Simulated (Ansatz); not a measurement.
BiBr$_{3}$:
```cif
data_Bi4Br12
_chemical_formula_sum 'Bi4 Br12'
_space_group_name_H-M_alt 'C2/m'
_space_group_IT_number 12
_space_group_name_Hall '-C 2y'
_cell_length_a 7.18849
_cell_length_b 12.44132
_cell_length_c 6.89904
_cell_angle_alpha 90.000
_cell_angle_beta 110.061
_cell_angle_gamma 90.000
loop_
_space_group_symop_operation_xyz
  'x, y, z'
  '-x, -y, -z'
  '-x, y, -z'
  'x, -y, z'
  'x+1/2, y+1/2, z'
  '-x+1/2, -y+1/2, -z'
  '-x+1/2, y+1/2, -z'
  'x+1/2, -y+1/2, z'
loop_
_atom_site_label
_atom_site_type_symbol
_atom_site_symmetry_multiplicity
_atom_site_Wyckoff_symbol
_atom_site_fract_x
_atom_site_fract_y
_atom_site_fract_z
_atom_site_occupancy
Bi1 Bi 4 g 0.00000 0.16637 0.00000 1
Br1 Br 8 j 0.25450 0.32836 0.25312 1
Br2 Br 4 i 0.23726 0.00000 0.25947 1
```
(The calculation used a cell of 8 atoms; values per cell refer to that cell.)

Relaxed at zero pressure with DFT-r²SCAN+D4 in the program Ansatz with PAW potentials.

Problem. The volume is raised by 6 % and shape and atoms relax at that volume. What pressure results, and how do the axes share the change?

Solution. -0.4 GPa; a 1.3 %, b 1.3 %, c 2.9 %; the energy rises by 3 meV/atom.

Problem. Give the new structure.

Solution. 
Space group C2/m (No. 12); a = 7.285 Å, b = 12.601 Å, c = 7.102 Å, α = 90.00°, β = 109.56°, γ = 90.00°

```tsv
atom	site	symmetry	x	y	z
Bi	4g	2	0.0000	0.1665	0.0000
Br	8j	1	0.2559	0.3244	0.2466
Br	4i	m	0.2265	0.0000	0.2511
```

The phase is kept; no other phase was compared at this pressure.

The workflow started from a Materials Project entry (that database holds measured and hypothetical structures alike); the Crystallography Open Database files this formula in space group No. 12, but the cells were not matched. Its standing as an ambient phase is unchecked. The r²SCAN+D4 relaxation kept the symmetry of its start; whether a distortion lowers the energy is not shown. Spin–orbit coupling is left out wherever it is not named.

Potentials: the later of the program's two PAW sets.
